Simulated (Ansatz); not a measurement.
SiO2 (rutile, P4_2/mnm), PBE (plane waves, PAW; program Ansatz). The conduction-band minimum lies at Γ, with 1 equivalent valley. Second derivatives d²E/dk² of the lowest band at one valley (eV·Å²), along Cartesian directions:

```
direction  d²E/dk²
---------  -------
[100]        16.85
[010]        16.85
[001]        20.94
[110]        16.85
[101]        18.90
[011]        18.90
```

Find the principal effective masses, the density-of-states mass and the conductivity mass.

Off-diagonal terms follow from H_xy = H[110] − (H_xx + H_yy)/2, and m*/mₑ = 7.620 eV·Å² over each eigenvalue: 0.36, 0.45, 0.45. One valley's DOS mass (m₁m₂m₃)^(1/3) = 0.42, conductivity mass 3/(Σ 1/mᵢ) = 0.42 mₑ.

What effective density of states Nc follows at 300 K for parabolic valleys?

Nc = 2.509e19 × 1 × (0.42)^(3/2) ≈ 6.8e18 cm⁻³.

With the computed static dielectric constant 11.8 (mean of the diagonal), estimate a hydrogenic donor's binding energy and radius.

E = 13.606 eV × 0.42/11.8² ≈ 41 meV; a = 0.529 Å × ε/m* ≈ 15 Å. Semilocal masses tend to be too small where the gap is.

This is a known high-pressure phase of the composition, computed here at zero pressure and temperature. The PBE relaxation kept the symmetry of its start; phonons on a q-mesh show no instability.

Potentials: the later of the program's two PAW sets.
